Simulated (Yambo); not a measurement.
A G0W0@PBEsol run in Yambo for LiHS (space group Pmc2_1, No. 26) (2×4×1 Γ-centred k mesh, bands 5 to 257 and a 7 Ry block in the screening, 257 bands in G with the Bruneval-Gonze terminator, plasmon pole fitted at 27.2 eV) gives these matrix elements, in eV, at the band edges (Γ → Γ):

```csv
state,E0,<Vxc>,<Σx>,<Σc(E0)>,Z
valence edge,0.000,-12.756,-16.170,1.551,0.800
conduction edge,3.367,-8.914,-4.480,-3.295,0.830
```

Task: Solve the linearised quasiparticle equation for both states, give the gap, and say how exchange and correlation each act on it.

Result: E = E0 + Z(Σx + Σc − Vxc). Valence: 0.000 + 0.800 × (-16.170 + (1.551) − (-12.756)) = -1.49 eV. Conduction: 3.367 + 0.830 × (-4.480 + (-3.295) − (-8.914)) = 4.31 eV. The gap is 5.80 eV, against 3.37 eV in PBEsol. Replacing Vxc by bare exchange alone would open it by 7.85 eV; correlation takes back 4.85 eV of that, and Z scales what is left. Nearest settings tried, and what they do to the gap: 162 bands in W, 162 bands in G: -16 meV; 6 Ry block (319 vectors against 395): -30 meV; 1×2×1 mesh: -195 meV. So the settings aren't converged at that level. The k mesh is coarse. 

Geometry of the Materials Project entry, not relaxed at this level; primitive cell a = 6.1011 Å, b = 3.9234 Å, c = 7.8328 Å, α = 90.00°, β = 90.00°, γ = 90.00°.
